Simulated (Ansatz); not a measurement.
Given:

AlP:
```cif
data_Al3P3
_chemical_formula_sum 'Al3 P3'
_space_group_name_H-M_alt 'P6222'
_space_group_IT_number 180
_space_group_name_Hall 'P 62 2 (0 0 4)'
_cell_length_a 3.82118
_cell_length_b 3.82118
_cell_length_c 8.63246
_cell_angle_alpha 90.000
_cell_angle_beta 90.000
_cell_angle_gamma 120.000
loop_
_atom_site_label
_atom_site_type_symbol
_atom_site_symmetry_multiplicity
_atom_site_Wyckoff_symbol
_atom_site_fract_x
_atom_site_fract_y
_atom_site_fract_z
_atom_site_occupancy
Al1 Al 3 d 0.50000 0.00000 0.50000 1
P1 P 3 c 0.50000 0.00000 0.00000 1
```

This is the PBEsol-relaxed structure.

**Question.** All from DFT-PBEsol in the program Ansatz with PAW potentials, unless another level is named. Predict the Hill bulk and shear moduli.

**Answer.** 96.4 and 50.6 GPa.

**Question.** Predict the highest zone-centre frequency (without LO–TO term).

**Answer.** 468 cm⁻¹.

Space group P6_222. The start of the workflow was typed in or built on a structure type; neither database checked (COD, Materials Project) lists it. It is not the phase usual at ambient conditions (space group No. 216). Symmetry was held in the PBEsol relaxation; of distortions, only those at the zone centre were tested.

Potentials: the later of the program's two PAW sets.
